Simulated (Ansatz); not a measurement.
Ta₂C:
```cif
data_CTa2
_chemical_formula_sum 'Ta2 C1'
_space_group_name_H-M_alt 'P 1'
_space_group_IT_number 1
_cell_length_a 3.10981
_cell_length_b 3.10981
_cell_length_c 4.94344
_cell_angle_alpha 90.000
_cell_angle_beta 90.000
_cell_angle_gamma 120.000
loop_
_space_group_symop_operation_xyz
  'x, y, z'
loop_
_atom_site_label
_atom_site_type_symbol
_atom_site_fract_x
_atom_site_fract_y
_atom_site_fract_z
_atom_site_occupancy
Ta1 Ta 0.33333 0.66667 0.25352 1
Ta2 Ta 0.66667 0.33333 0.74648 1
C1 C 0.00000 0.00000 0.00000 1
```

Relaxed with r²SCAN.

### Question
Which orbitals make up the states near the Fermi level in r²SCAN (plane waves, PAW; program Ansatz)?

### Answer
Within 0.5 eV of the Fermi level: Ta 5d 92 %. Projections are on Löwdin-orthogonalised atomic valence shells; empty p or d shells of many metals are not among them.

### Question
Tabulate the density of states.

### Answer
States/eV per cell of 3 atoms, in 0.25 eV bins, energy from the Fermi level.

| E (eV) | total | Ta 5d | C 2p | Ta 6s |
|---|---|---|---|---|
| -7.85 | 0.08 | 0.01 | 0.03 | 0.04 |
| -7.60 | 0.14 | 0.03 | 0.05 | 0.05 |
| -7.35 | 0.21 | 0.05 | 0.07 | 0.07 |
| -7.10 | 1.16 | 0.42 | 0.47 | 0.22 |
| -6.85 | 1.62 | 0.59 | 0.66 | 0.29 |
| -6.60 | 1.84 | 0.67 | 0.77 | 0.31 |
| -6.35 | 1.88 | 0.69 | 0.82 | 0.27 |
| -6.10 | 0.97 | 0.35 | 0.43 | 0.13 |
| -5.85 | 0.32 | 0.13 | 0.14 | 0.03 |
| -5.60 | 0.97 | 0.40 | 0.43 | 0.10 |
| -5.35 | 1.65 | 0.63 | 0.79 | 0.16 |
| -5.10 | 1.77 | 0.68 | 0.89 | 0.13 |
| -4.85 | 2.76 | 1.17 | 1.43 | 0.08 |
| -4.60 | 2.84 | 1.21 | 1.50 | 0.05 |
| -4.35 | 2.17 | 0.97 | 1.11 | 0.03 |
| -4.10 | 2.34 | 1.09 | 1.21 | 0.02 |
| -3.85 | 1.33 | 0.63 | 0.67 | 0.01 |
| -3.60 | 0.35 | 0.33 | 0.01 | 0.01 |
| -3.35 | 0.71 | 0.60 | 0.03 | 0.05 |
| -3.10 | 1.19 | 0.91 | 0.07 | 0.14 |
| -2.85 | 2.13 | 1.46 | 0.19 | 0.32 |
| -2.60 | 1.74 | 1.27 | 0.13 | 0.24 |
| -2.35 | 2.42 | 1.86 | 0.15 | 0.29 |
| -2.10 | 2.95 | 2.32 | 0.18 | 0.25 |
| -1.85 | 2.58 | 2.05 | 0.22 | 0.14 |
| -1.60 | 1.84 | 1.49 | 0.16 | 0.08 |
| -1.35 | 1.43 | 1.20 | 0.10 | 0.08 |
| -1.10 | 1.92 | 1.54 | 0.14 | 0.13 |
| -0.85 | 2.53 | 1.91 | 0.21 | 0.19 |
| -0.60 | 1.19 | 0.94 | 0.10 | 0.09 |
| -0.35 | 0.45 | 0.41 | 0.02 | 0.01 |
| -0.10 | 0.50 | 0.46 | 0.02 | 0.01 |
| 0.15 | 0.79 | 0.73 | 0.04 | 0.01 |
| 0.40 | 1.12 | 1.04 | 0.05 | 0.01 |
| 0.65 | 1.13 | 1.05 | 0.06 | 0.01 |
| 0.90 | 1.10 | 1.01 | 0.06 | 0.01 |
| 1.15 | 1.15 | 1.06 | 0.07 | 0.01 |
| 1.40 | 1.21 | 1.11 | 0.08 | 0.01 |
| 1.65 | 1.44 | 1.27 | 0.12 | 0.01 |
| 1.90 | 1.77 | 1.53 | 0.17 | 0.02 |
| 2.15 | 2.08 | 1.77 | 0.21 | 0.04 |
| 2.40 | 1.96 | 1.63 | 0.21 | 0.06 |
| 2.65 | 2.10 | 1.82 | 0.18 | 0.03 |
| 2.90 | 2.15 | 1.82 | 0.22 | 0.04 |
| 3.15 | 2.41 | 1.99 | 0.28 | 0.05 |
| 3.40 | 2.61 | 2.18 | 0.29 | 0.04 |
| 3.65 | 2.89 | 2.49 | 0.28 | 0.04 |
| 3.90 | 2.14 | 1.85 | 0.20 | 0.03 |
| 4.15 | 2.02 | 1.76 | 0.15 | 0.05 |
| 4.40 | 2.33 | 1.99 | 0.19 | 0.07 |
| 4.65 | 2.52 | 2.12 | 0.23 | 0.08 |

Space group P-3m1. The workflow started from an entry of the Crystallography Open Database (COD, 293 K). Its standing as an ambient phase is unchecked. The r²SCAN relaxation kept the symmetry of its start; whether a distortion lowers the energy is not shown. The run is not spin-polarised. Scalar-relativistic: spin–orbit coupling is off unless named, which matters more the heavier the elements.

Potentials: the later of the program's two PAW sets.
